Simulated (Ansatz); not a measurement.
**Si3N4: N-14 nuclear quadrupole resonance**

Cell: a structure deposited in the COD, its atoms then relaxed with PBE in this cell.

Space group P6_3/m (No. 176); a = 7.6170, c = 2.9134 Å, γ = 120.00°.

| site | Wyckoff | site symmetry | x | y | z |
| --- | --- | --- | --- | --- | --- |
| Si | 6h | m.. | 0.1740 | 0.7679 | 0.2500 |
| N7 | 2c | -6.. | 0.3333 | 0.6667 | 0.2500 |
| N9 | 6h | m.. | 0.3298 | 0.0300 | 0.2500 |

One atom of each set is listed.

Method: Kohn–Sham DFT in Ansatz, PBE, plane waves and PAW, scalar-relativistic, 420 eV cutoff, Γ-centred 4×4×9 k-points, Fermi–Dirac smearing 0.02 eV.

N-14: I = 1, Q = 20.44 mb (year-2017 value). Static lattice, zero field.

Task: Predict the zero-field N-14 lines of each site.

Result: For I = 1 the lines are ν± = (3/4)|C_Q|(1 ± η/3) and ν₀ = |C_Q|η/2.

```tsv
site	atoms	V_zz (10²¹ V/m²)	C_Q (MHz)	η	line frequencies (MHz)
N7	2	-4.94	-2.44	0.00	1.83
N9	6	-5.00	-2.47	0.08	0.0940, 1.80, 1.90
```

An axis of threefold or higher order runs through N7, so V_zz lies along it and η is zero. At N9 V_zz stands upright on the plane through its three neighbours (within 3°).
